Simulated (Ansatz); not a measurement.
# FeC₂S₂N₂: does the functional change the magnetic order?

```yaml
crystal:
  lattice:
    - [10.63000, -3.74200, 0.00000]
    - [5.31500, 1.87100, 0.00000]
    - [-1.60035, 0.00000, 5.95677]
  atoms:
    - { symbol: Fe, position: [0.00000, 0.00000, 0.00000] }
    - { symbol: C, position: [0.37931, 0.75861, 0.22200] }
    - { symbol: C, position: [0.12069, 0.24139, 0.77800] }
    - { symbol: S, position: [0.30515, 0.61030, 0.26680] }
    - { symbol: S, position: [0.19485, 0.38970, 0.73320] }
    - { symbol: N, position: [0.42982, 0.85963, 0.17658] }
    - { symbol: N, position: [0.07018, 0.14037, 0.82342] }
    - { symbol: Fe, position: [0.50000, 0.00000, 0.00000] }
    - { symbol: C, position: [0.87931, 0.75861, 0.22200] }
    - { symbol: C, position: [0.62069, 0.24139, 0.77800] }
    - { symbol: S, position: [0.80515, 0.61030, 0.26680] }
    - { symbol: S, position: [0.69485, 0.38970, 0.73320] }
    - { symbol: N, position: [0.92982, 0.85963, 0.17658] }
    - { symbol: N, position: [0.57018, 0.14037, 0.82342] }
```

The same starts (parallel, antiparallel patterns that fit this cell, and no moments) were run with plane-wave PAW DFT (Ansatz 0.2.0; atoms fixed, collinear spin, no spin-orbit coupling; 3×6×4 Γ-centred mesh, fermi-dirac occupations of width 0.050 eV) at these levels: PBE, 420 eV; PBE with U_eff = 4.0 eV on Fe d (all-electron-ortho-atomic projectors), 420 eV.

Problem. How do order, exchange and moments depend on the level?

Solution. The runs give, at zero smearing:

| level | lowest state | mean moment on Fe (μB) | parallel less best compensated antiparallel (meV per Fe) | gain over no moments (meV per Fe) |
| --- | --- | --- | --- | --- |
| PBE | parallel moments | 3.21 | -8 | 453 |
| PBE + U | antiparallel, compensated | 3.31 | +36 | 1335 |

Site moments are taken in small spheres that don't touch (radius about 0.4 of the atom's shortest bond), so those of the magnetic atoms read low. The levels disagree on which order is lower: the difference runs from -8 to +36 meV per Fe.

The cell is that of a Crystallography Open Database entry, unchanged but doubled along one cell vector so that moments can oppose.

Caveats: only orders that fit this cell were tried, so the true order may need a larger cell or canted moments; atoms and cell are held at the entry's values; differences under about 5 meV per magnetic atom weren't tested against a denser mesh or another U, and are taken as unresolved; the U is a value in common use, not computed for this crystal; the state without moments isn't the paramagnet, so the last column is no ordering energy, and a U inflates it.
